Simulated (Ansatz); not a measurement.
SrMgF4:
```
CELL_PARAMETERS angstrom
      1.97234    -7.20545     0.00000
      1.97234     7.20545     0.00000
      0.00000     0.00000     5.61261
ATOMIC_POSITIONS crystal
  Sr 0.34204 0.65796 0.04177
  Sr 0.65796 0.34204 0.54177
  Mg 0.91558 0.08442 0.59522
  Mg 0.08442 0.91558 0.09522
  F  0.83823 0.16177 0.31039
  F  0.16177 0.83823 0.81039
  F  0.03428 0.96572 0.43126
  F  0.96572 0.03428 0.93126
  F  0.79830 0.20170 0.78782
  F  0.20170 0.79830 0.28782
  F  0.41553 0.58447 0.61652
  F  0.58447 0.41553 0.11652
```

This is the r²SCAN-relaxed structure. x, y and z are the axes in which the lattice vectors are written.

**Question.** All from plane-wave PAW r²SCAN (Ansatz code), unless another level is named. Give the electron effective mass.

**Answer.** 0.52, 0.57, 0.60 mₑ (principal values).

**Question.** Give the band gap.

**Answer.** 7.75 eV (indirect).

**Question.** What about the hole effective mass?

**Answer.** 3.0, 8.2, 13 mₑ (principal values).

**Question.** Next, the valence-band maximum?

**Answer.** on the S–R line, 50 % of the way from S (k = 0.000, -0.500, 0.250 in fractions of the reciprocal vectors).

**Question.** And the conduction-band minimum?

**Answer.** at Γ.

Space group Cmc2_1. The workflow started from a Materials Project entry (that database holds measured and hypothetical structures alike); the Crystallography Open Database files this formula in space group No. 36, but the cells were not matched. Whether it is the stable phase at ambient conditions was not checked. Symmetry was held in the r²SCAN relaxation; its stability against distortions is not shown here. Spin–orbit coupling is left out wherever it is not named.

Potentials: the earlier of the program's two PAW sets. The files were generated under PBE; for other functionals the program regenerates the frozen cores, and for LDA and PBEsol the local potential too.
